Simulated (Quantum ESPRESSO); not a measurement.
# In2GaAlP4: input and log of a self-consistent run

Simulated, not a measurement. The program is pw.x of Quantum ESPRESSO 7.5 (plane-wave density functional theory). The cell is made up: 8 atoms on a zincblende/diamond lattice, with randomly drawn elements, strain and displacements, not relaxed. PseudoDojo standard norm-conserving files (v0.5 for PBE, v0.4.1 for LDA and PBEsol) set the functional; there is no spin polarisation, spin-orbit coupling or dispersion term, and the masses in the input are unused placeholders.

Input:

```
&control calculation='scf', pseudo_dir='./dojo.nc.sr.pbe.v0_5.standard.upf', outdir='./o', disk_io='medium', tprnfor=.true., tstress=.true. /
&system ibrav=0, nat=8, ntyp=4, nbnd=37, ecutwfc=101.20763327, nosym=.true., tot_charge=0,
 occupations='smearing', smearing='fd', degauss=0.0018374661
/
&electrons conv_thr=7.350e-09, electron_maxstep=60, /
ATOMIC_SPECIES
Al 1.0 Al.upf
Ga 1.0 Ga.upf
In 1.0 In.upf
P 1.0 P.upf
CELL_PARAMETERS angstrom
5.5601 -0.007 0.034
-0.007 5.6249 0.0078
0.034 0.0078 5.5105
ATOMIC_POSITIONS angstrom
In -0.0163 -0.0286 -0.0254
Ga -0.058 2.8217 2.8173
In 2.7326 -0.0453 2.8638
Al 2.7377 2.8583 0.0113
P 1.3468 1.429 1.3972
P 1.3682 4.1968 4.1111
P 4.2351 1.3739 4.0805
P 4.1977 4.2648 1.4341
K_POINTS automatic
6 6 6 1 1 1
```

The log is shortened where brackets say so; the opening notice, blank lines, dates and the lines on written files are dropped, and the path of the files is cut. It prints rydbergs, bohrs and kilobars, and counts compression as positive stress.

```
     Program PWSCF v.7.5
     Parallel version (MPI & OpenMP), running on       1 processor cores
     Number of MPI processes:                 1
     Threads/MPI process:                     1
     [start-up lines left out]
     bravais-lattice index     =            0
     lattice parameter (alat)  =      10.5073  a.u.
     unit-cell volume          =    1162.9662 (a.u.)^3
     number of atoms/cell      =            8
     number of atomic types    =            4
     number of electrons       =        62.00
     number of Kohn-Sham states=           37
     kinetic-energy cutoff     =     101.2076  Ry
     charge density cutoff     =     404.8305  Ry
     scf convergence threshold =      7.3E-09
     mixing beta               =       0.7000
     number of iterations used =            8  plain     mixing
     Exchange-correlation= PBE
                           (   1   4   3   4   0   0   0)
     [axes and pseudopotential details left out]
   Cartesian axes
     site n.     atom                  positions (alat units)
         1        In     tau(   1) = (  -0.0029315  -0.0051437  -0.0045682  )
         2        Ga     tau(   2) = (  -0.0104313   0.5074810   0.5066896  )
         3        In     tau(   3) = (   0.4914564  -0.0081472   0.5150526  )
         4        Al     tau(   4) = (   0.4923736   0.5140635   0.0020323  )
         5        P      tau(   5) = (   0.2422211   0.2570048   0.2512855  )
         6        P      tau(   6) = (   0.2460699   0.7547919   0.7393788  )
         7        P      tau(   7) = (   0.7616801   0.2470951   0.7338754  )
         8        P      tau(   8) = (   0.7549537   0.7670216   0.2579220  )
     number of k points=   108  Fermi-Dirac smearing, width (Ry)=  0.0018
     Number of k-points >= 100: set verbosity='high' to print them.
     Dense  grid:   159959 G-vectors     FFT dimensions: (  72,  72,  72)
     Estimated max dynamical RAM per process >     213.96 MB
     Initial potential from superposition of free atoms
     starting charge      61.9865, renormalised to      62.0000
     Starting wfcs are   47 randomized atomic wfcs
     total cpu time spent up to now is       53.8 secs
     per-process dynamical memory:   130.4 Mb
     Self-consistent Calculation
     iteration #  1     ecut=   101.21 Ry     beta= 0.70
     Davidson diagonalization with overlap
     ethr =  1.00E-02,  avg # of iterations =  4.2
     Threshold (ethr) on eigenvalues was too large:
     Diagonalizing with lowered threshold
     Davidson diagonalization with overlap
     ethr =  6.15E-04,  avg # of iterations =  2.0
     total cpu time spent up to now is      334.3 secs
     total energy              =    -478.79594746 Ry
     estimated scf accuracy    <       0.39349888 Ry
     iteration #  2     ecut=   101.21 Ry     beta= 0.70
     Davidson diagonalization with overlap
     ethr =  6.35E-04,  avg # of iterations =  2.1
     total cpu time spent up to now is      521.1 secs
     total energy              =    -478.89792566 Ry
     estimated scf accuracy    <       0.07475928 Ry
     iteration #  3     ecut=   101.21 Ry     beta= 0.70
     Davidson diagonalization with overlap
     ethr =  1.21E-04,  avg # of iterations =  3.6
     total cpu time spent up to now is      742.3 secs
     total energy              =    -478.91074806 Ry
     estimated scf accuracy    <       0.00285076 Ry
     iteration #  4     ecut=   101.21 Ry     beta= 0.70
     Davidson diagonalization with overlap
     c_bands:  1 eigenvalues not converged
     c_bands:  1 eigenvalues not converged
     c_bands:  1 eigenvalues not converged
     c_bands:  1 eigenvalues not converged
     ethr =  4.60E-06,  avg # of iterations = 11.4
     total cpu time spent up to now is     1008.0 secs
     total energy              =    -478.91143043 Ry
     estimated scf accuracy    <       0.00157065 Ry
     iteration #  5     ecut=   101.21 Ry     beta= 0.70
     Davidson diagonalization with overlap
     ethr =  2.53E-06,  avg # of iterations =  3.1
     total cpu time spent up to now is     1132.6 secs
     total energy              =    -478.91166862 Ry
     estimated scf accuracy    <       0.00014033 Ry
     iteration #  6     ecut=   101.21 Ry     beta= 0.70
     Davidson diagonalization with overlap
     ethr =  2.26E-07,  avg # of iterations =  2.9
     total cpu time spent up to now is     1247.6 secs
     total energy              =    -478.91170496 Ry
     estimated scf accuracy    <       0.00000506 Ry
     iteration #  7     ecut=   101.21 Ry     beta= 0.70
     Davidson diagonalization with overlap
     ethr =  8.15E-09,  avg # of iterations =  5.0
     total cpu time spent up to now is     1445.8 secs
     total energy              =    -478.91170786 Ry
     estimated scf accuracy    <       0.00000201 Ry
     iteration #  8     ecut=   101.21 Ry     beta= 0.70
     Davidson diagonalization with overlap
     ethr =  3.24E-09,  avg # of iterations =  2.0
     total cpu time spent up to now is     1576.0 secs
     total energy              =    -478.91170818 Ry
     estimated scf accuracy    <       0.00000013 Ry
     iteration #  9     ecut=   101.21 Ry     beta= 0.70
     Davidson diagonalization with overlap
     ethr =  2.04E-10,  avg # of iterations =  4.8
     total cpu time spent up to now is     1777.2 secs
     total energy              =    -478.91170825 Ry
     estimated scf accuracy    <       0.00000005 Ry
     iteration # 10     ecut=   101.21 Ry     beta= 0.70
     Davidson diagonalization with overlap
     ethr =  7.33E-11,  avg # of iterations =  2.0
     total cpu time spent up to now is     1910.6 secs
     End of self-consistent calculation
     [lines on levels left out]
!    total energy              =    -478.91170825 Ry
     estimated scf accuracy    <          7.0E-09 Ry
     smearing contrib. (-TS)   =      -0.00000000 Ry
     internal energy E=F+TS    =    -478.91170825 Ry
     The total energy is F=E-TS. E is the sum of the following terms:
     one-electron contribution =    -195.74866984 Ry
     hartree contribution      =     140.19028770 Ry
     xc contribution           =    -140.99976582 Ry
     ewald contribution        =    -282.35356028 Ry
     convergence has been achieved in  10 iterations
     Forces acting on atoms (cartesian axes, Ry/au):
     atom    1 type  3   force =     0.01571374    0.03197938    0.00766988
     atom    2 type  2   force =     0.01816309    0.00351871   -0.04218098
     atom    3 type  3   force =     0.01721098    0.04446942   -0.06263464
     atom    4 type  1   force =     0.01958578   -0.02068514    0.00991360
     atom    5 type  4   force =     0.01791957    0.05653540    0.00093087
     atom    6 type  4   force =    -0.01583578   -0.09961647    0.03655177
     atom    7 type  4   force =    -0.03576437    0.07443859    0.04458354
     atom    8 type  4   force =    -0.03699302   -0.09063989    0.00516597
     Total force =     0.209771     Total SCF correction =     0.000299
     Computing stress (Cartesian axis) and pressure
          total   stress  (Ry/bohr**3)                   (kbar)     P=       91.22
   0.00063854   0.00017389  -0.00016861           93.93       25.58      -24.80
   0.00017389   0.00057844  -0.00012971           25.58       85.09      -19.08
  -0.00016861  -0.00012971   0.00064335          -24.80      -19.08       94.64
     init_run     :     49.81s CPU     53.59s WALL (       1 calls)
     electrons    :   1785.90s CPU   1856.75s WALL (       1 calls)
     forces       :     27.06s CPU     27.45s WALL (       1 calls)
     stress       :    106.41s CPU    111.19s WALL (       1 calls)
     [timing details left out]
     PWSCF        :  32m50.00s CPU  34m11.80s WALL
     JOB DONE.
```

In other units: free energy -6515.926 eV for the cell, pressure 9.12 GPa, largest force component 2.561 eV/Å. This run is the check on a run of the same cell at 1088 eV and a 4 x 4 x 4 mesh: rerunning at 1377 eV and a 6 x 6 x 6 mesh moved values by no more than 0.008 eV in energy, 0.02 GPa in stress and 0.002 eV/Å in force.